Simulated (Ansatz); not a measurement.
## MgGaF5 in 3 trial structures

MgGaF5 was placed in 3 structures, borrowed from other compounds or built from prototypes, and relaxed with PBEsol and then r2SCAN+rVV10 in Ansatz 0.2.0, symmetry kept. Energies are static, from a final single point; gaps are the least over its mesh and special points. Simulated, non-magnetic, generated structures, which need not be known phases.

| start | ends in | volume (Å³/atom) | energy, r2SCAN+rVV10 (meV/atom) | gap, r2SCAN+rVV10 (eV) | shaken (PBEsol) |
| --- | --- | --- | --- | --- | --- |
| SiSnPd5 type (No. 123) | P4/mmm | 9.07 | 535 | 1.03 | falls 618 meV |
| MgPPd5 type (No. 123) | P4/mmm | 9.38 | 275 | 4.49 | falls 239 meV |
| AlCrF5 type (No. 71) | Immm | 12.19 | 0 | 5.40 | falls 69 meV |

Energies count from the lowest cell; the last column tells what a randomly displaced small cell does when relaxed without symmetry, which tests only the distortions that fit it.

Of the symmetric cells the lowest is the one started from AlCrF5 type (No. 71), which ends in Immm (No. 71), 275 meV an atom below the next (MgPPd5 type (No. 123)). With PBEsol alone and the shaken cells counted, the lowest of the cells computed is the shaken one from SiSnPd5 type (No. 123) (Pm), about 96 meV an atom below the lowest symmetric cell, that from AlCrF5 type (No. 71). Other structures, not tried here, could lie lower.

The cells shaken are PBEsol's, whose volumes can differ from those tabled by ten per cent. The falls are PBEsol's, in meV an atom on the shaken cell's own mesh; a cell that falls isn't a minimum, and its place in the table may change once it distorts.

The cells in order of energy (the first three):
- AlCrF5 type (No. 71): Immm, 12.19 Å³ an atom. Mg has 6 F at 1.76–2.04 Å; Ga has 6 F at 1.76–2.12 Å; F has 1 Mg at 2.02 Å and 2 Ga at 2.12 Å; F has 1 Ga at 1.76 Å and 1 Mg at 2.04 Å; F has 2 Mg at 1.76 Å.
- MgPPd5 type (No. 123): P4/mmm, 9.38 Å³ an atom. Around Mg lie 12 F at 2.35–2.46 Å; around Ga lie 8 F at 2.02 Å; around F lie 2 Ga at 2.02 Å and 2 Mg at 2.46 Å; around F lie 4 Mg at 2.35 Å.
- SiSnPd5 type (No. 123): P4/mmm, 9.07 Å³ an atom. Mg is surrounded by 10 F at 2.09–2.70 Å; Ga is surrounded by 12 F at 2.28–2.43 Å; F is surrounded by 4 Ga at 2.43 Å and 2 Mg at 2.70 Å; F is surrounded by 2 Mg at 2.09 Å and 2 Ga at 2.28 Å.

The lowest symmetric cell:
```yaml
crystal:
  lattice:
    - [-1.76362, 3.18344, 3.79898]
    - [1.76362, -3.18344, 3.79898]
    - [1.76362, 3.18344, -3.79898]
  atoms:
    - { symbol: Mg, position: [0.50000, 0.50000, 0.00000] }
    - { symbol: Ga, position: [0.00000, 0.00000, 0.00000] }
    - { symbol: F, position: [0.81651, 0.50000, 0.31651] }
    - { symbol: F, position: [0.18349, 0.50000, 0.68349] }
    - { symbol: F, position: [0.23160, 0.23160, 0.00000] }
    - { symbol: F, position: [0.76840, 0.76840, 0.00000] }
    - { symbol: F, position: [0.50000, 0.00000, 0.50000] }
```

Spin-orbit coupling is left out.
